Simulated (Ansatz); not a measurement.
Mo:
Space group P6/mmm (No. 191); a = b = 4.657 Å, c = 2.546 Å, α = β = 90.00°, γ = 120.00°

```json
[
 {"atom": "Mo", "site": "1a", "symmetry": "6/mmm", "x": "0.0000", "y": "0.0000", "z": "0.0000"},
 {"atom": "Mo", "site": "2d", "symmetry": "-6m2", "x": "0.3333", "y": "0.6667", "z": "0.5000"}
]
```

Relaxed at zero pressure with r²SCAN (plane waves, PAW; program Ansatz).

**Question.** The volume is lowered by 9 % and shape and atoms relax at that volume. What pressure results, and how do the axes share the change?

**Answer.** 28.5 GPa; a -3.3 %, b -3.3 %, c -2.6 %; the energy rises by 118 meV/atom.

**Question.** Give the new structure.

**Answer.** 
Space group P6/mmm (No. 191); a = 4.501 Å, b = 4.501 Å, c = 2.479 Å, α = 90.00°, β = 90.00°, γ = 120.00°

```
atom  site  symmetry       x       y       z
----  ----  --------  ------  ------  ------
Mo      1a     6/mmm  0.0000  0.0000  0.0000
Mo      2d      -6m2  0.3333  0.6667  0.5000
```

The phase is kept; no other phase was compared at this pressure.

The start of the workflow was typed in or built on a structure type; neither database checked (COD, Materials Project) lists it. It is not the phase usual at ambient conditions (space group No. 229). Symmetry was held in the r²SCAN relaxation. At this level the phase is mechanically unstable. The run is not spin-polarised. Axis ratios of metals converge slowly with the k-mesh, so a and c are less sure than the volume.

Potentials: the earlier of the program's two PAW sets.
